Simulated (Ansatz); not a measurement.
Data sheet: Ga (DFT)

Ga:
```
Ga
1.0
    3.82708    -2.28483     0.00000
    3.82708     2.28483     0.00000
    0.00000     0.00000     4.54470
Ga
4
Direct
  0.98954   0.33463   0.25000
  0.01046   0.66537   0.75000
  0.33463   0.98954   0.75000
  0.66537   0.01046   0.25000
```

Space group Cmcm (No. 63); conventional cell a = 7.654 Å, b = 4.570 Å, c = 4.545 Å, α = β = γ = 90.00°.

Method: DFT-PBEsol in the program Ansatz with PAW potentials. Structure relaxed to zero pressure with the same functional. Other levels are named where they apply.

**Cell and energy**

```json
{
  "volume_per_atom": "19.87 Å³",
  "density": "5.83 g/cm³"
}
```

**Electronic structure**

```json
{
  "electronic_character": "metallic (no gap)",
  "Density of states at the Fermi level": "0.16 states/eV per atom (mean over ±0.08 eV)",
  "Gap with spin–orbit coupling": "none (metallic)"
}
```

**Mechanics**

```json
{
 "Bulk modulus (Birch–Murnaghan fit)": "51.0 GPa",
 "Pressure derivative B′": "4.9",
 "Elastic constants (relaxed ions, GPa)": "C11 = 116, C22 = 78.7, C33 = 79.5, C12 = 36.6, C13 = 38.6, C23 = 29.9, C44 = 34.2, C55 = 29.5, C66 = 31.2",
 "mechanical_stability": "stable (all eigenvalues of C positive)",
 "hill_bulk_and_shear_moduli": "52.6 and 29.9 GPa",
 "Young's modulus": "75.5 GPa",
 "Poisson's ratio": "0.26",
 "debye_temperature_from_the_elastic_constants": "277 K"
}
```

**Phonons**

```json
{
  "highest_zone_centre_frequency": "243 cm⁻¹",
  "zone_centre_stability": "no imaginary mode at Γ"
}
```

The first step of the workflow began from a Materials Project structure, measured or hypothetical; the Crystallography Open Database files this formula in space group No. 63, but the cells were not matched. It is not the phase usual at ambient conditions (space group No. 64). Symmetry was held in the PBEsol relaxation. As this level gives no gap, shear constants depend on the k-mesh and smearing (Fermi–Dirac, 0.1 eV here). As this level gives no gap, phonon frequencies hold no LO–TO term and depend on the k-mesh and smearing (Fermi–Dirac, 0.1 eV here). Axis ratios of metals converge slowly with the k-mesh, so a and c are less sure than the volume. Spin–orbit coupling is left out wherever it is not named.

Potentials: the earlier of the program's two PAW sets.
